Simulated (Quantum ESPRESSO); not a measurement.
# Band energies of HgO

```
CELL_PARAMETERS angstrom
      3.65115     0.00000     0.00000
     -1.82557     3.16199     0.00000
      0.00000     0.00000     8.82903
ATOMIC_POSITIONS crystal
  O  0.55113 0.55113 0.00000
  O  0.44887 0.00000 0.33333
  O  0.00000 0.44887 0.66667
  Hg 0.23333 0.23333 0.50000
  Hg 0.76667 0.00000 0.83333
  Hg 0.00000 0.76667 0.16667
```

norm-conserving PBEsol (Quantum ESPRESSO, 84 Ry, scalar-relativistic); path ΓMKΓALHA,LM,KH; energies in eV from the valence-band maximum.

| k (1/Å) | point | band 35 | band 36 | band 37 | band 38 | band 39 | band 40 | band 41 | band 42 |
|---|---|---|---|---|---|---|---|---|---|
| 0.00 | Γ | -1.62 | -1.62 | -0.37 | -0.13 | -0.13 | 1.34 | 3.43 | 3.43 |
| 0.40 |  | -1.62 | -1.19 | -0.67 | -0.36 | -0.17 | 1.62 | 3.93 | 4.05 |
| 0.79 |  | -1.89 | -1.48 | -0.77 | -0.41 | -0.31 | 3.02 | 3.76 | 4.39 |
| 0.99 | M | -1.97 | -1.33 | -0.75 | -0.41 | -0.38 | 3.32 | 3.95 | 3.98 |
| 1.18 |  | -2.19 | -1.24 | -0.76 | -0.55 | -0.49 | 3.55 | 4.00 | 4.21 |
| 1.57 | K | -2.01 | -2.01 | -0.89 | -0.57 | -0.57 | 4.22 | 4.58 | 4.58 |
| 1.95 |  | -1.63 | -1.55 | -0.89 | -0.82 | -0.30 | 3.05 | 4.20 | 4.46 |
| 2.33 |  | -1.57 | -1.20 | -0.61 | -0.34 | -0.22 | 1.57 | 3.95 | 4.00 |
| 2.71 | Γ | -1.62 | -1.62 | -0.37 | -0.13 | -0.13 | 1.34 | 3.43 | 3.43 |
| 2.71 | A | -1.39 | -1.39 | -0.47 | -0.13 | -0.13 | 1.99 | 1.99 | 4.03 |
| 2.88 |  | -1.46 | -1.31 | -0.54 | -0.23 | -0.06 | 2.05 | 2.08 | 4.31 |
| 3.21 |  | -1.74 | -1.33 | -0.74 | -0.70 | -0.02 | 2.64 | 2.70 | 5.21 |
| 3.54 |  | -1.79 | -1.51 | -0.91 | -0.61 | -0.22 | 3.06 | 3.56 | 4.55 |
| 3.71 | L | -1.80 | -1.44 | -1.06 | -0.55 | -0.27 | 3.09 | 3.95 | 4.16 |
| 3.90 |  | -1.92 | -1.54 | -1.15 | -0.46 | -0.41 | 3.27 | 4.20 | 4.26 |
| 4.28 | H | -2.03 | -1.82 | -1.24 | -1.24 | -0.19 | 4.36 | 4.36 | 4.76 |
| 4.57 |  | -1.99 | -1.62 | -1.02 | -0.85 | -0.31 | 3.48 | 3.92 | 4.92 |
| 4.86 |  | -1.65 | -1.33 | -0.83 | -0.71 | -0.19 | 2.75 | 3.02 | 5.14 |
| 5.14 |  | -1.55 | -1.25 | -0.61 | -0.42 | -0.02 | 2.23 | 2.23 | 4.77 |
| 5.43 | A | -1.39 | -1.39 | -0.47 | -0.13 | -0.13 | 1.99 | 1.99 | 4.03 |
| 5.43 | L | -1.80 | -1.44 | -1.06 | -0.55 | -0.27 | 3.09 | 3.95 | 4.16 |
| 5.61 |  | -1.87 | -1.35 | -0.85 | -0.61 | -0.25 | 3.24 | 3.73 | 4.27 |
| 5.78 | M | -1.97 | -1.33 | -0.75 | -0.41 | -0.38 | 3.32 | 3.95 | 3.98 |
| 5.78 | K | -2.01 | -2.01 | -0.89 | -0.57 | -0.57 | 4.22 | 4.58 | 4.58 |
| 6.14 | H | -2.03 | -1.82 | -1.24 | -1.24 | -0.19 | 4.36 | 4.36 | 4.76 |

The PBEsol gap is indirect, 1.34 eV, from 33 % of the way from A to L to Γ; the smallest direct gap is 1.47 eV. Another valence extremum on the path lies within 0.02 eV, too close to call.

Spin-orbit coupling is left out, which matters for elements this heavy: edges can move by tenths of an eV.

Geometry relaxed with PBE+D3(BJ).

The structure is a Materials Project entry; no match was found in the copy of COD used, and its stability was not checked.
